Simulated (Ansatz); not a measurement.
C in space group I4_132 (No. 214; C on 8a) under volume change, DFT-PBEsol in the program Ansatz with PAW potentials, scaled uniformly.

| V (Å³/atom) | E − E(relaxed) (meV/atom) | P (GPa) |
|---|---|---|
| 7.864 | 66.6 | 29.46 |
| 8.123 | 28.2 | 18.24 |
| 8.382 | 6.7 | 8.50 |
| 8.642 | 0.0 | 0.02 |
| 8.901 | 6.1 | -7.36 |
| 9.160 | 23.3 | -13.78 |
| 9.419 | 50.2 | -19.36 |

Task: What does a third-order Birch–Murnaghan fit give for V₀, B₀ and B′?

Result: V₀ = 8.64 Å³/atom, B₀ = 263 GPa, B′ = 3.6.

The start of the workflow was typed in or built on a structure type; neither database checked (COD, Materials Project) lists it. It is not the phase usual at ambient conditions (space group No. 194, 227). Symmetry was held in the PBEsol relaxation. At this level the phase is mechanically unstable.

Potentials: the earlier of the program's two PAW sets. The files were generated under PBE; for other functionals the program regenerates the frozen cores, and for LDA and PBEsol the local potential too.
